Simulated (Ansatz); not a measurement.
Question: Each is relaxed and computed with the program Ansatz at the r²SCAN level (PAW). Which is the only one with a gap?
A) EuCuSb, P6_3/mmc (Eu on 2a, Cu on 2d, Sb on 2c)
B) CuF2, P2_1/c (Cu on 2b, F on 4e)
C) Ce2CuSi3, P-6m2 (Pearson symbol hP6)
D) SrCu2Ge2, I4/mmm (Sr on 2a, Cu on 4d, Ge on 4e)

Answer: B, CuF2, P2_1/c (Cu on 2b, F on 4e). CuF2: gap 1.27 eV (indirect); EuCuSb: metal; SrCu2Ge2: metal; Ce2CuSi3: metal. Caveat: open 4f shells can settle in a state that is not the lowest. Spin orders computed, not proven ground states: CuF2, P2_1/c (Cu on 2b, F on 4e) antiferromagnetic; EuCuSb, P6_3/mmc (Eu on 2a, Cu on 2d, Sb on 2c) ferromagnetic. Standing as an ambient phase not checked: CuF2, P2_1/c (Cu on 2b, F on 4e); EuCuSb, P6_3/mmc (Eu on 2a, Cu on 2d, Sb on 2c); SrCu2Ge2, I4/mmm (Sr on 2a, Cu on 4d, Ge on 4e); Ce2CuSi3, P-6m2 (Pearson symbol hP6). Perhaps ordered models of mixed-site phases: EuCuSb, P6_3/mmc (Eu on 2a, Cu on 2d, Sb on 2c); Ce2CuSi3, P-6m2 (Pearson symbol hP6). All cells were relaxed under the symmetry of their starts (and spin orders); stability against distortions was not tested throughout. Cells of antiferromagnets are given as chemical subcells. Rows with no word on spin ran without spin polarisation. No Hubbard U is applied. Scalar-relativistic: spin–orbit coupling is off unless named, which matters more the heavier the elements.

Potentials: the later of the program's two PAW sets.
